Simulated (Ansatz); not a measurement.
# K₂LiAlF₆ squeezed and stretched

A database entry relaxed whole under r2SCAN (Fm-3m):

```yaml
crystal:
  lattice:
    - [0.00000, 3.90742, 3.90742]
    - [3.90742, 0.00000, 3.90742]
    - [3.90742, 3.90742, 0.00000]
  atoms:
    - { symbol: K, position: [0.25000, 0.25000, 0.25000] }
    - { symbol: K, position: [0.75000, 0.75000, 0.75000] }
    - { symbol: Li, position: [0.50000, 0.50000, 0.50000] }
    - { symbol: Al, position: [0.00000, 0.00000, 0.00000] }
    - { symbol: F, position: [0.76713, 0.23287, 0.23287] }
    - { symbol: F, position: [0.23287, 0.76713, 0.23287] }
    - { symbol: F, position: [0.23287, 0.76713, 0.76713] }
    - { symbol: F, position: [0.76713, 0.23287, 0.76713] }
    - { symbol: F, position: [0.23287, 0.23287, 0.76713] }
    - { symbol: F, position: [0.76713, 0.76713, 0.23287] }
```

The cell was scaled uniformly, its shape held, and the atoms relaxed at each volume with plane-wave PAW DFT (Ansatz 0.2.0; r2SCAN, 500 eV, 6×6×6 Γ-centred mesh, fermi-dirac occupations of width 0.020 eV; no spin, no spin-orbit coupling). One row is withheld.

| volume (Å³/atom) | energy over the lowest (meV/atom) | pressure (GPa) | gap over mesh and path (eV) |
| --- | --- | --- | --- |
| 11.216 | 9.0 | 4.27 | 9.398 |
| 11.454 | ? | ? | ? |
| 11.693 | 1.0 | 1.26 | 9.057 |
| 11.932 | 0.0 | 0.04 | 8.899 |
| 12.170 | 0.8 | -1.05 | 8.747 |
| 12.409 | 3.1 | -1.99 | 8.601 |
| 12.648 | 6.7 | -2.85 | 8.460 |

Q: Fit the pressures of the other rows to the third-order Birch-Murnaghan form.

A: With f = [(V₀/V)^(2/3) − 1]/2 and P = 3B₀f(1 + 2f)^(5/2)[1 + 3(B₀′ − 4)f/2], least squares gives V₀ = 11.94 Å³ an atom, B₀ = 57.6 GPa and B₀′ = 5.4; the rows miss the fit by 0.01 GPa. The slope of the energies differs from these pressures by less than 0.05 GPa.

Q: How does the gap move with volume?

A: A parabola in ln(V/V₀) through the other rows has the slope dE_g/d ln V = -7.8 eV at V₀, so by B₀ the gap moves by +135 meV a GPa: it widens under pressure.

Q: What does the withheld row hold?

A: The fit gives 2.67 GPa at 11.454 Å³; the run gave 2.67 GPa and 3.9 meV an atom. Its gap is 9.224 eV, against 9.224 eV from the parabola.

Caveats: the shape of the cell was held; 0 K, fixed nuclei; the symmetry was kept, and this need not be the phase that is stable at 0 K; one mesh for all volumes; r2SCAN gaps lie as a rule under measured ones; the slope of the gap can be off by tens of per cent, more where shallow d levels or spin-orbit coupling act on the edges; pressure is positive in compression.
